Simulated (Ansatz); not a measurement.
AlInAs$_{2}$ in space group P-4m2 (No. 115; Pearson symbol tP12), plane-wave PAW r²SCAN (Ansatz code). The conduction-band minimum lies at Γ, with 1 equivalent valley. Second derivatives d²E/dk² of the lowest band at one valley (eV·Å²), along Cartesian directions:

| direction | d²E/dk² |
|---|---|
| [100] | 104.4 |
| [010] | 104.4 |
| [001] | 86.05 |
| [110] | 104.6 |
| [101] | 95.12 |
| [011] | 95.12 |

**Question.** Find the principal effective masses, the density-of-states mass and the conductivity mass.

**Answer.** Off-diagonal terms follow from H_xy = H[110] − (H_xx + H_yy)/2, and m*/mₑ = 7.620 eV·Å² over each eigenvalue: 0.073, 0.073, 0.089. One valley's DOS mass (m₁m₂m₃)^(1/3) = 0.078, conductivity mass 3/(Σ 1/mᵢ) = 0.078 mₑ.

**Question.** What effective density of states Nc follows at 300 K for parabolic valleys?

**Answer.** Nc = 2.509e19 × 1 × (0.078)^(3/2) ≈ 5.5e17 cm⁻³.

The start of the workflow was typed in or built on a structure type; neither database checked (COD, Materials Project) lists it. Its standing as an ambient phase is unchecked. The r²SCAN relaxation kept the symmetry of its start; whether a distortion lowers the energy is not shown. Spin–orbit coupling is left out wherever it is not named.

Potentials: the earlier of the program's two PAW sets. The files were generated under PBE; for other functionals the program regenerates the frozen cores, and for LDA and PBEsol the local potential too.

Edges and masses are those of Kohn–Sham bands, whose gap is no quasiparticle gap.
